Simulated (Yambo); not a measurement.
G0W0@LDA for AlP (zinc blende, space group F-43m, No. 216) in Yambo. Reference settings: 4×4×4 Γ-centred k mesh, 148 bands and a 14 Ry block in the screening, 148 bands in G with the Bruneval-Gonze terminator, plasmon pole fitted at 27.2 eV. The LDA gap Γ → X on this mesh is 1.42 eV; G0W0 gaps are taken between the same points.

Gap (Γ → X) in eV against the number of bands and the screening block, terminator on:

```csv
bands (W and G),2 Ry,5 Ry,8 Ry,11 Ry,14 Ry
23,2.104,2.291,2.345,2.353,2.353
47,2.064,2.290,2.371,2.386,2.395
76,2.060,2.297,2.397,2.417,2.429
112,2.060,2.300,2.411,2.436,2.453
148,2.060,2.301,2.417,2.444,2.464
```

Rough cost of the Yambo step against the reference (shared machines):

| bands (W and G) | 2 Ry | 5 Ry | 8 Ry | 11 Ry | 14 Ry |
|---|---|---|---|---|---|
| 23 | 1/20 | 1/20 | 1/10 | 1/8 | 1/5 |
| 47 | 1/10 | 1/10 | 1/7 | 1/5 | 1/3 |
| 76 | 1/9 | 1/8 | 1/5 | 1/4 | ~1 |
| 112 | 1/7 | 1/6 | 1/4 | 1/2 | ~1 |
| 148 | 1/5 | 1/4 | 1/3 | ~1 | 1 |

At the largest block the last step in bands moves the gap by 0.011 eV; at the most bands the last step in the block moves it by 0.020 eV.

Geometry relaxed with LDA; primitive cell a = b = c = 3.8377 Å, α = β = γ = 60.00°.
